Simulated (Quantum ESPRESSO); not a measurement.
pw.x input (Quantum ESPRESSO 7.5; PBEsol, PseudoDojo standard norm-conserving files, scalar-relativistic):

```
&CONTROL
  calculation = 'scf'
  pseudo_dir = './pseudo'
  outdir = './out'
  tprnfor = .true.
  tstress = .true.
/
&SYSTEM
  ibrav = 0
  nat = 10
  ntyp = 3
  ecutwfc = 84.0
  ecutrho = 336.0
  occupations = 'smearing'
  smearing = 'fd'
  degauss = 0.002
  nbnd = 33
/
&ELECTRONS
  conv_thr = 1e-09
/
ATOMIC_SPECIES
Li 6.9400 Li.upf
O 15.9990 O.upf
W 183.8400 W.upf
CELL_PARAMETERS angstrom
 -3.269745000000   3.269745000000   2.052830000000
  3.269745000000  -3.269745000000   2.052830000000
  3.269745000000   3.269745000000  -2.052830000000
ATOMIC_POSITIONS crystal
Li   0.185210000000   0.400190000000   0.583180000000
Li   0.602030000000   0.185210000000   0.785020000000
Li   0.817010000000   0.602030000000   0.416820000000
Li   0.400190000000   0.817010000000   0.214980000000
O   0.715780000000   0.901880000000   0.636680000000
O   0.079100000000   0.715780000000   0.813900000000
O   0.265200000000   0.079100000000   0.363320000000
O   0.901880000000   0.265200000000   0.186100000000
O   0.491110000000   0.491110000000   0.000000000000
W   0.039900000000   0.039900000000   0.000000000000
K_POINTS automatic
8 8 8 0 0 0
```

End of the output:

```

[...]
     the Fermi energy is     8.2853 ev
!    total energy              =    -374.58234660 Ry
     estimated scf accuracy    <          2.3E-10 Ry
     smearing contrib. (-TS)   =       0.00000000 Ry
     internal energy E=F+TS    =    -374.58234660 Ry
     The total energy is F=E-TS. E is the sum of the following terms:
     one-electron contribution =    -125.68378033 Ry
     hartree contribution      =      84.65467975 Ry
     xc contribution           =     -87.58935763 Ry
     ewald contribution        =    -245.96388839 Ry
     convergence has been achieved in  12 iterations
     Forces acting on atoms (cartesian axes, Ry/au):
     atom    1 type  1   force =     0.00034108    0.00116543   -0.00027544
     atom    2 type  1   force =     0.00116543   -0.00034108   -0.00027544
     atom    3 type  1   force =    -0.00034108   -0.00116543   -0.00027544
     atom    4 type  1   force =    -0.00116543    0.00034108   -0.00027544
     atom    5 type  2   force =     0.00313546    0.00849640   -0.00027591
     atom    6 type  2   force =     0.00849640   -0.00313546   -0.00027591
     atom    7 type  2   force =    -0.00313546   -0.00849640   -0.00027591
     atom    8 type  2   force =    -0.00849640    0.00313546   -0.00027591
     atom    9 type  2   force =     0.00000000    0.00000000   -0.00414009
     atom   10 type  3   force =     0.00000000    0.00000000    0.00634547
     Total force =     0.019799     Total SCF correction =     0.000029
     Computing stress (Cartesian axis) and pressure
          total   stress  (Ry/bohr**3)                   (kbar)     P=      -15.20
  -0.00010083   0.00000000  -0.00000000          -14.83        0.00       -0.00
  -0.00000000  -0.00010083  -0.00000000           -0.00      -14.83       -0.00
  -0.00000000   0.00000000  -0.00010831           -0.00        0.00      -15.93
```
In a gapped system the printed Fermi energy is only some level inside the gap.

Spin-orbit coupling is not included.

Geometry of the Materials Project entry, not relaxed at this level.
